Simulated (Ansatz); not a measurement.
# Cd₄SeS₃: relaxed-ion elastic tensor

Theory: Ansatz 0.2.0, DFT PBE, scalar-relativistic, plane waves, PAW. Plane waves to 420 eV; Γ-centred k mesh 6×6×6; fixed occupations. No spin polarisation.

Relaxed structure:
```
CELL_PARAMETERS angstrom
-2.99708 2.99708 5.99002
2.99708 -2.99708 5.99002
2.99708 2.99708 -5.99002
ATOMIC_POSITIONS crystal
Cd 0.88529 0.37073 0.00000
Cd 0.37073 0.88529 0.00000
Cd 0.11471 0.11471 0.48544
Cd 0.62927 0.62927 0.51456
Se 0.50000 0.50000 0.00000
S 0.75000 0.25000 0.50000
S 0.25000 0.75000 0.50000
S 0.00000 0.00000 0.00000
```

The cell was found from a structure generator's guess, not taken from experiment.

Question: Give the relaxed-ion elastic constants (GPa, Voigt order xx yy zz yz xz xy, on the Cartesian axes of the cell above).

Answer:
C11 = 63.9, C12 = 44.7, C13 = 44.7, C22 = 63.9, C23 = 44.7, C33 = 63.7, C44 = 24.6, C55 = 24.6, C66 = 24.6 GPa; the others vanish.

Question: Is the crystal stable against homogeneous strain?

Answer: Yes: the least eigenvalue of the tensor is 19.1 GPa.

Question: And the moduli of a polycrystal (Hill averages)?

Answer: B = 51 GPa, G = 17 GPa, E = 46 GPa, ν = 0.35.
